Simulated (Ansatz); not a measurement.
# Notes on SrTiO3

```
CELL_PARAMETERS angstrom
3.91839 3.91839 0.00000
3.91839 -3.91839 0.00000
0.00000 0.00000 3.91839
ATOMIC_POSITIONS crystal
Sr 0.00000 0.50000 0.50000
Sr 0.50000 0.00000 0.50000
Ti 0.00000 0.00000 0.00000
Ti 0.50000 0.50000 0.00000
O 0.25000 0.25000 0.00000
O 0.75000 0.75000 0.00000
O 0.25000 0.75000 0.00000
O 0.75000 0.25000 0.00000
O 0.00000 0.00000 0.50000
O 0.50000 0.50000 0.50000
```

The numbers come from plane-wave PAW DFT (Ansatz): r2SCAN, collinear spin, 500 eV, 3×3×5 Γ-centred k points, fermi-dirac occupations (width 0.1 eV). Nothing was relaxed.

The state carries no moments; the state need not be the lowest.

**Question.** What is the formation energy?

**Answer.** -3.46 eV an atom against the elements' usual phases (free molecules for gases, crystals otherwise, with no correction for O₂ or N₂), so it is bound against them; other compounds may still compete. Relaxing would lower it.

**Question.** What is the band gap?

**Answer.** The gap is 2.24 eV, indirect or between spins (the least direct gap found is 2.32 eV).

**Question.** Describe some of the short contacts.

**Answer.** Ti–O at 1.96 Å: least valence density 0.70 e/Å³ and ELF 0.20 there. Sr–O at 2.77 Å: least valence density 0.14 e/Å³ and ELF 0.06 there, a closed-shell (ionic or weak) contact. These are pseudo-fields; inside the PAW spheres they differ from the all-electron ones.

**Question.** Is the cell too large or too small?

**Answer.** The pressure is -1.6 GPa (compression positive), so with the atoms held at these fractions the cell would first shrink.

Origin: a database entry at a rescaled volume. Caveats: the input typed no starting moments.
